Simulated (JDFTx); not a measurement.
TiB2(1 0 -1 0) slab cut from bulk TiB2 (space group P6/mmm, indices of the conventional cell, lattice of the Materials Project entry mp-1145, not re-optimised): 11 atoms in 11 planes, a 1x1 cell of 9.77 Å² (|a| = 3.026, |b| = 3.229 Å), 8.3 Å between the outermost planes, B outermost, slab composition Ti3B8, cell height 24.7 Å, 8×6×1 k mesh, Fermi smearing 0.01 Ha, no spin polarisation. Whether this polymorph is the ambient one wasn't checked. Neither spin polarisation nor a larger cell was tried.

All numbers are PBE, GBRV ultrasoft potentials, plane waves to 20/100 Ha results from JDFTx (a modified build), not measurements. Liquid: CANDLE, water, 1 M NaF. The neutral cell holds 60 valence electrons and has two faces of 9.770 Å² each. Last filling lines of the neutral and of a charged run (μ in hartree, zero in the bulk liquid):

```
FillingsUpdate:  mu: -0.164872228  nElectrons: 60.000000
FillingsUpdate:  mu: -0.176029000  nElectrons: 59.956513
```

Worked example: both potentials, by the convention U = −μ/e − 4.44 V vs SHE, the surface charge density and the mean capacitance.

U_pzc = 0.16487 × 27.2114 − 4.44 = 0.05 V; U = 0.17603 × 27.2114 − 4.44 = 0.35 V. The cell has -0.0435 excess electrons, a net charge of 0.0435 e, shared by two faces: σ = 0.0435 e / (2 × 9.770 Å²) = 0.00223 e/Å² = 3.6 μC/cm² (1 e/Å² = 1602.18 μC/cm²). C = σ/(U − U_pzc) = 3.6/0.30 ≈ 12 μF/cm².
